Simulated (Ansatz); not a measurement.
ZnCSb2, ordered on the zincblende lattice (I-42d) with 8 atoms a cell, relaxed with r2SCAN. Space group I-42d (No. 122), tetragonal; a = 5.671 Å, c = 10.645 Å in the conventional setting, 21.39 Å³ an atom. Around Zn lie 4 Sb at 2.59 Å; around Sb lie 2 C at 2.25 Å and 2 Zn at 2.59 Å; around C lie 4 Sb at 2.25 Å.

The questions ask for values computed with Ansatz on this geometry. All values are calculated for a non-magnetic cell, which may be hypothetical.

Given (6×6×6 mesh): PBE gives a direct gap of 0.15 eV at Γ.

**Question.** How does the gap change from PBE to PBE+SOC (6×6×6)?

**Answer.** The PBE+SOC gap is indirect, 0.07 eV (S₀–Γ (0.97 of the way from S₀) to Γ), below the direct gap of 0.08 eV at Γ. (This is within a few times the smearing of 0.02 eV, so the filling near the edges can be smeared.) Least and direct gap differ so little that the kind isn't settled. The gap differs by -0.08 eV from PBE's.

**Question.** Estimate the gap with r2SCAN on 6×6×6.

**Answer.** The r2SCAN gap is direct at Γ: 0.32 eV. The gap differs by +0.17 eV from PBE's.

**Question.** What does HSE06 give for the gap (4×4×4 mesh)?

**Answer.** The HSE06 gap is indirect, 0.859 eV (S₀–Γ (0.97 of the way from S₀) to Γ), below the direct gap of 0.859 eV at Γ. Least and direct gap differ so little that the kind isn't settled. The gap differs by +0.71 eV from PBE's.

**Question.** What do these levels agree on?

**Answer.** r2SCAN covers 24 % of the step from PBE to HSE06. Spin-orbit coupling changes the least gap by -0.08 eV, while at P the distance between the top filled and the lowest empty level goes from 2.40 to 2.08 eV: it reshapes the band edges, and can invert them, so it can't be left out. Direct and least gap lie within 0.04 eV at some levels, so the kind of gap isn't settled.

Only the levels marked +SOC include spin-orbit coupling.

Where an edge lies off the special points, it is a point of the mesh or the k point where a search put PBE's edge or least direct gap, reused for the other functionals, whose own edges may lie a little apart; PBE's own value is read along its path and can be a few hundredths of an eV high.

Gaps or overlaps of about a tenth of an eV are at the limit of these meshes: between the points read a gap can be smaller or closed.

The meshes of the hybrids are coarse, so their gaps aren't converged to the digits shown.

Gaps under 0.1 eV (PBE+SOC) can't be told from a closed one: the bands may be in normal order or already inverted, which a gap's size doesn't show.
